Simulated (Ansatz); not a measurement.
Ti$_{2}$CS in space group P6_3/mmc (No. 194; Ti on 4f, C on 2a, S on 2d), the program Ansatz at the PBE level (PAW), all energies at zero smearing, with the estimated change up to a 700 eV cutoff added, with one set of potentials and settings (totals compare only within such a set). Cell of 8 atoms (4 Ti, 2 C, 2 S): -12314.873 eV.

```json
[
 {"element": "Ti", "reference phase": "P6/mmm, 3 atoms in the cell", "E (eV/atom)": "-2499.6739"},
 {"element": "C", "reference phase": "P6_3/mmc, 4 atoms in the cell", "E (eV/atom)": "-250.9479"},
 {"element": "S", "reference phase": "Fddd, 32 atoms in the cell", "E (eV/atom)": "-902.0599"}
]
```

Formation energy per atom, worked out: (-12314.873 − 4×(-2499.6739) − 2×(-250.9479) − 2×(-902.0599))/8 = -1.270 eV/atom (-123 kJ per mol of atoms), at 0 K, without zero-point energy or fitted corrections.

The workflow started from an entry of the Crystallography Open Database (COD). Its standing as an ambient phase is unchecked. Symmetry was held in the PBE relaxation; whether a distortion lowers the energy is not shown. The run is not spin-polarised. The references are the lowest solids computed at this level, not always the standard phases.

Potentials: the later of the program's two PAW sets.
